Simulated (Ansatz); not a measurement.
S (sc type), DFT, PBEsol, all-electron PAW with datasets made for the crystal, scalar-relativistic (Ansatz 0.2.0), on 1 thread of Arm Neoverse V2 (shared host).

Command: `ansatz run input.yaml --threads 1 --pin off --max-ram 2048MiB --backend cpu --events-out ev --progress --plain --runs-dir out`

```yaml
crystal:
  lattice:
    - [2.539282711, 0.0, 0.0]
    - [0.0, 2.539282711, 0.0]
    - [0.0, 0.0, 2.539282711]
  atoms:
    - { symbol: S, position: [0.0, 0.0, 0.0] }
kpoints:
  mp_grid: { grid: [16, 16, 16] }
scf:
  occupations: { method: fermi_dirac, width: 0.05 }
hamiltonian:
  xc: pbesol
  pseudopotentials: { kind: all_electron, datasets: crystal }
output:
  forces: true
  stress: true
  eigenvalues: true
```

Q: How large is the problem that the program sets up?

A: 165 irreducible k-points, 171 plane waves at Γ, 7 bands.

Q: About how long does it take?

A: 3.6 s of wall time for 6 SCF iterations. Times on shared machines scatter by tens of per cent.
